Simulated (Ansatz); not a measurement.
## WS: which magnetic state is lowest?

Theory: DFT r2SCAN+U, scalar-relativistic, plane waves, PAW in Ansatz.

```
W S
1.0
     3.12362    0.00000    0.00000
     0.00000    3.12362    0.00000
     0.00000    0.00000    3.12362
W S
1 1
Direct
  0.00000 0.00000 0.00000
  0.50000 0.50000 0.50000
```

```
plane-wave cutoff                                : 500 eV
Γ-centred k-mesh                                 : 14×14×14
occupation rule                                  : Gaussian smearing, 0.1 eV
U_eff on Löwdin-orthogonalised atomic d orbitals : W 6.2 eV
list of starting moments (μB, in atom order)     : 1 0
check for lower electronic states after the SCF  : on
```

Each order was relaxed in cell and atoms. Spin–orbit coupling is left out, which for heavy magnetic ions can matter as much as these differences. Site moments are spin moments in atom-centred spheres that scale with the neighbour distance. The states are those that the runs reached from these starts; a lower one can exist. No antiferromagnetic start is among these.

Problem. Order the starts by the energy of the state that they reach, lowest first.
A. no spin
B. ferromagnetic

Solution. A (0.00 meV/atom), B (41.9 meV/atom).

| start | ends | energy above lowest (meV/atom) | site moments (μB) | gap on mesh (eV) | volume (Å³/atom) |
| --- | --- | --- | --- | --- | --- |
| no spin | non-magnetic | 0.00 | none over 0.05 | 1.03 | 17.20 |
| ferromagnetic | ferromagnetic | 41.9 | W +1.65, S -0.29 | metal | 15.24 |

Cost: 2 runs of about 1.9 core-minutes in all, on Intel Xeon Platinum 8259CL (Skylake/Cascade Lake) (shared hosts).